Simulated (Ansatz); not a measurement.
InSb:
```xyz
4
Lattice="4.1733 0.0000 0.0000 -2.0866 3.6141 0.0000 0.0000 0.0000 7.3484" Properties=species:S:1:pos:R:3 pbc="T T T"
In     0.0000     0.0000     0.0000
In     0.0000     0.0000     3.6742
Sb     0.0000     2.4094     1.8371
Sb     2.0866     1.2047     5.5113
```

This is the PBEsol-relaxed structure.

Question: All from PBEsol in the plane-wave PAW code Ansatz, unless another level is named. Give the highest zone-centre frequency.

Answer: 114 cm⁻¹.

Question: Give the bulk modulus (Birch–Murnaghan fit).

Answer: 54.2 GPa.

Space group P6_3/mmc (NiAs type). The start of the workflow was typed in or built on a structure type; neither database checked (COD, Materials Project) lists it. It is not the phase usual at ambient conditions (space group No. 216). Symmetry was held in the PBEsol relaxation; of distortions, only those at the zone centre were tested. As this level gives no gap, phonon frequencies hold no LO–TO term and depend on the k-mesh and smearing (Fermi–Dirac, 0.1 eV here). Scalar-relativistic: spin–orbit coupling is off unless named, which matters more the heavier the elements.

Potentials: the later of the program's two PAW sets.
